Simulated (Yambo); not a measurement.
KHgF3 (space group Cmmm, No. 65, within 0.06 Å of Pm-3m), G0W0@PBEsol in Yambo with this input:

```
rim_cut
gw0
dyson
el_el_corr
HF_and_locXC
ppa
em1d
RandQpts= 1000000
RandGvec= 1 Ry
EXXRLvcs= 84 Ry
VXCRLvcs= 336 Ry
Chimod= "HARTREE"
% BndsRnXp
 5 | 142 |
%
NGsBlkXp= 7 Ry
% LongDrXp
 1.0 | 1.0 | 1.0 |
%
PPAPntXp= 27.2114 eV
% GbndRnge
 1 | 142 |
%
GTermKind= "BG"
DysSolver= "n"
ExtendOut
```

On a 2×2×2 mesh, with wavefunctions cut at 84 Ry, the gap ((-0.5, -0.5, -0.5) → Γ) is 2.350 eV and the valence edge shifts by -0.976 eV.

**Question.** What happens with this change: no terminator?

**Answer.** The gap falls by 0.161 eV, to 2.189 eV; the shift of the valence edge becomes -0.710 eV. Neither run is shown to be the converged limit.

Spin-orbit coupling is not included.

Geometry of the Materials Project entry, not relaxed at this level; primitive cell a = b = 4.533 Å, c = 4.524 Å, α = β = 90.00°, γ = 90.11°.

A shift is the quasiparticle energy of the state minus its PBEsol energy.
